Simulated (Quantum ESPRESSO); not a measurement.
```cif
data_Cs4Na4O12Ti4
_chemical_formula_sum 'O12 Na4 Ti4 Cs4'
_space_group_name_H-M_alt 'Cmcm'
_space_group_IT_number 63
_space_group_name_Hall '-C 2c 2'
_cell_length_a 6.07521
_cell_length_b 11.39441
_cell_length_c 5.67114
_cell_angle_alpha 90.000
_cell_angle_beta 90.000
_cell_angle_gamma 90.000
loop_
_atom_site_label
_atom_site_type_symbol
_atom_site_symmetry_multiplicity
_atom_site_Wyckoff_symbol
_atom_site_fract_x
_atom_site_fract_y
_atom_site_fract_z
_atom_site_occupancy
O1 O 4 c 0.00000 0.20423 0.75000 1
O2 O 8 e 0.21072 0.00000 0.00000 1
Na1 Na 4 c 0.00000 0.57382 0.25000 1
Ti1 Ti 4 c 0.00000 0.04887 0.75000 1
Cs1 Cs 4 c 0.00000 0.26766 0.25000 1
```
(The calculation used a cell of 12 atoms; values per cell refer to that cell.)

The geometry is that of Materials Project entry mp-560791, symmetrised and not relaxed again.

Question: What does norm-conserving LDA (Quantum ESPRESSO, 88 Ry, no spin-orbit coupling) give for the electronic structure near the Fermi level?

Answer: The LDA gap is indirect, 3.30 eV, from Y to Γ; the smallest direct gap is 3.35 eV. Another valence extremum on the path lies within 0.02 eV, too close to call. 

The structure is a Materials Project entry; no match was found in the copy of COD used, and its stability was not checked.

Letters of k points follow the standard setting of the lattice, whose axes may be ordered differently from the printed cell.
